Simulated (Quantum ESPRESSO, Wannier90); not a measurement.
# TlI (CsCl type): Wannier90 run

```
begin unit_cell_cart
ang
    4.2382100000    0.0000000000    0.0000000000
    0.0000000000    4.2382100000    0.0000000000
    0.0000000000    0.0000000000    4.2382100000
end unit_cell_cart
begin atoms_frac
Tl   0.0000000000  0.0000000000  0.0000000000
I    0.5000000000  0.5000000000  0.5000000000
end atoms_frac
```

Materials Project entry mp-23197; symmetrised, unrelaxed at this level. COD (Crystallography Open Database) has the formula in 2 space groups, this one among them (matched by group alone). Level: PBEsol, no spin polarisation, no spin-orbit coupling; pw.x of Quantum ESPRESSO at 56 Ry with PseudoDojo potentials, 8×8×8 k-points, Wannier90. Density: 8×8×8 mesh, cold smearing 0.01 Ry. Spin-orbit coupling is left out although heavy elements are present.

Bands 8-10 form an isolated set from -2.69 to 0.00 eV relative to the valence-band maximum (on the path) and are turned into 3 Wannier functions by minimising the spread from the start: atomic waves I 5p.

Problem. Where do the functions sit, how wide are they and what are they made of?

Solution. 
```json
[
 {"functions": "3", "spread (Å²)": "4.70", "nearest atom, distance (Å)": "I 0.00", "second atom, distance (Å)": "Tl 3.67", "weight on atomic waves": "I 5p 81 %, Tl 6p 11 %, Tl 6s 7 %"}
]
```

Ω_I = 13.73 Å², Ω_total = 14.09 Å²; the interpolated bands follow pw.x to 2.4 meV rms on the path. Only this start was tried; a symmetric start can stop on a saddle, and mixtures of these functions could lower the total by at most Ω_total − Ω_I.
